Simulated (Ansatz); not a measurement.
IrW:
```
IrW
1.0
    4.43819     0.00000     0.00000
    0.00000     2.75756     0.00000
    0.00000     0.00000     4.80862
Ir W
2 2
Direct
  0.25000   0.50000   0.67609
  0.75000   0.50000   0.32391
  0.25000   0.00000   0.17247
  0.75000   0.00000   0.82753
```

Relaxed with PBEsol. Special points in fractions of this cell's reciprocal vectors: Γ (0.000, 0.000, 0.000); X (0.500, 0.000, 0.000); S (0.500, 0.500, 0.000); Y (0.000, 0.500, 0.000); Z (0.000, 0.000, 0.500); U (0.500, 0.000, 0.500); R (0.500, 0.500, 0.500); T (0.000, 0.500, 0.500).

Task: List the band energies nearest the Fermi level at these points for DFT-PBEsol with spin–orbit coupling in the program Ansatz with PAW potentials.

Result: In eV from the Fermi level; about four levels below and three above (degenerate sets whole), none deeper than 8.9 eV; points with the same levels are listed once.

```json
[
 {"k": "Γ", "below": "-0.80 -0.80 -0.01 -0.01", "above": "0.28 0.28 2.55 2.55"},
 {"k": "X", "below": "-1.05 -1.05 -1.05 -1.05", "above": "0.22 0.22 0.22 0.22"},
 {"k": "S", "below": "-0.01 -0.01 -0.01 -0.01", "above": "2.02 2.02 2.02 2.02"},
 {"k": "Y", "below": "-0.93 -0.93 -0.22 -0.22", "above": "1.19 1.19 2.12 2.12"},
 {"k": "Z", "below": "-0.69 -0.69 -0.54 -0.54", "above": "0.93 0.93 1.81 1.81"},
 {"k": "U", "below": "-0.93 -0.93 -0.93 -0.93", "above": "1.60 1.60 1.60 1.60"},
 {"k": "R", "below": "-1.30 -1.30 -1.30 -1.30", "above": "0.11 0.11 0.11 0.11"},
 {"k": "T", "below": "-1.04 -1.04 -0.61 -0.61", "above": "1.94 1.94 2.05 2.05"}
]
```

Space group Pmma. The workflow started from an entry of the Crystallography Open Database (COD). Its standing as an ambient phase is unchecked. The cell was relaxed with PBEsol under the symmetry of its start; whether a distortion lowers the energy is not shown. No spin polarisation was allowed.

Potentials: the later of the program's two PAW sets.
